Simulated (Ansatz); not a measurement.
HgTe (zinc blende)

```
CELL_PARAMETERS angstrom
      0.00000     3.28640     3.28640
      3.28640     0.00000     3.28640
      3.28640     3.28640     0.00000
ATOMIC_POSITIONS crystal
  Te 0.75000 0.75000 0.75000
  Hg 0.00000 0.00000 0.00000
```

Grid over V/V₀ and (c/a)/(c/a)₀, subscript 0 meaning the relaxed cell; the conventional c axis lies along z; no internal relaxation.

The numbers are results of r2SCAN (plane waves to 500 eV, PAW, scalar-relativistic; Ansatz, a quantum-chemistry and plane-wave program), not measurements. k mesh 12×12×12 (Γ-centred), Fermi-Dirac smearing 0.05 eV. The energy includes the smearing's −TS. With partly filled bands, the response to shear is sensitive to the k mesh, so small differences along c/a are uncertain. At this level the bands of HgTe touch or barely overlap. HgTe was relaxed with its symmetry unable to fall. Spin-orbit coupling is left out, though Hg and Te are heavy. ΔE is measured from the relaxed starting cell.

| ΔE (kJ/mol of atoms) | V/V₀ = 0.920 | V/V₀ = 0.960 | V/V₀ = 1.000 | V/V₀ = 1.040 | V/V₀ = 1.080 |
|---|---|---|---|---|---|
| (c/a)/(c/a)₀ = 0.920 | 3.7 | … | 0.7 | … | 3.2 |
| (c/a)/(c/a)₀ = 0.960 | 3.4 | 0.9 | 0.2 | 0.8 | 2.6 |
| (c/a)/(c/a)₀ = 1.000 | 3.2 | 0.7 | 0.0 | 0.6 | 2.3 |
| (c/a)/(c/a)₀ = 1.040 | 3.4 | 0.9 | 0.2 | 0.8 | 2.6 |
| (c/a)/(c/a)₀ = 1.080 | 3.8 | … | 0.7 | … | 3.2 |

Problem. Fill in the missing entries.

Solution. 
- (c/a)/(c/a)₀ = 0.920, V/V₀ = 0.960: 1.3
- (c/a)/(c/a)₀ = 0.920, V/V₀ = 1.040: 1.4
- (c/a)/(c/a)₀ = 1.080, V/V₀ = 0.960: 1.4
- (c/a)/(c/a)₀ = 1.080, V/V₀ = 1.040: 1.4

(A scan under strain: stresses follow from slopes of the energy per volume, elastic moduli from its curvatures.)
